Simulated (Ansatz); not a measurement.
A generated cell, not matched to a known phase here, of Bi$_{2}$Pd$_{3}$: R-3m, hexagonal axes (No. 166), hR5; a = b = 3.5381 Å, c = 28.5164 Å, α = β = 90.00°, γ = 120.00°; Bi 6c (0.000, 0.000, 0.404); Pd 3a (0.000, 0.000, 0.000); Pd 6c (0.000, 0.000, 0.197). All values below come from PBE-D3(BJ) (plane waves to 420 eV, PAW, scalar-relativistic; Ansatz, a first-principles code). Element references, the lowest calculated here: Bi (R-3m), Pd (Fm-3m).

### Question
What is the computed formation energy of this R-3m form of Bi2Pd3 from the elements (PBE-D3(BJ))?

### Answer
-0.08 eV/atom.

A lower structure of this composition may exist, and whether it forms at all is not checked here.

Static energies, no anion corrections, no zero-point energy. Values are rounded to 0.01 eV/atom. Not shown to be the ambient phase of their composition (a lower form may be missing, and a cell relaxed within its start's symmetry can be a saddle point): Bi2Pd3 (R-3m). Spin-orbit coupling is missing from these energies, which matters for elements this heavy. The compounds carry no spin polarisation.
